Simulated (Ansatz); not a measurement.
## Notes on SiCl3

```
Si Cl
1.0
     3.10500    5.37801    0.00000
    -3.10500    5.37801    0.00000
     0.00000   -3.58534    5.78382
Si Cl
2 6
Direct
  0.18200 0.18200 0.54600
  0.81800 0.81800 0.45400
  0.42200 0.07850 0.24150
  0.74100 0.42200 0.24150
  0.07850 0.74100 0.24150
  0.57800 0.92150 0.75850
  0.25900 0.57800 0.75850
  0.92150 0.25900 0.75850
```

Method: PBE, no spin polarisation; PAW, plane waves to 420 eV, 5×5×5 Γ-centred mesh, cold occupations (width 0.0271 eV) (Ansatz 0.2.0), atoms fixed.

Q: Where is the largest force?

A: The largest is on Cl3 (and as large on other atoms): 1.32 eV/Å, components (0.87, -0.43, 0.89). It makes 23° with the line to a nearest neighbour, Si2 at 2.38 Å, pointing towards it.

Q: What is the formation energy?

A: -0.60 eV an atom against the elements' usual phases (free molecules for gases, crystals otherwise, with no correction for O₂ or N₂), so it is bound against them; other compounds may still compete. Relaxing would lower it.

Q: Which element gives electrons and which takes them?

A: Bader charges in e: Si +1.55, Cl -0.52. In the mean Si gives up most and Cl takes most.

Q: Metal or insulator?

A: It is a metal on this mesh, though the bands barely overlap, with about 6.7 states/eV a cell as the mean within 0.25 eV of the Fermi level, mostly Cl p (58 %) and Si s (35 %).

Q: What does the stress say?

A: The pressure is -4.6 GPa (compression positive), so with the atoms held at these fractions the cell would first shrink; the forces are large, so a full relaxation may end otherwise. The principal stresses -5.1, -5.1, -3.5 GPa differ, so its shape would change too.

Origin: a known structure type with other elements, at an estimated volume, so it need not be a known compound. Caveats: many states at the Fermi level without spin polarisation, so a magnetic state may lie lower; the Fermi level lies in a narrow band between gaps, which spin or distortion may split.
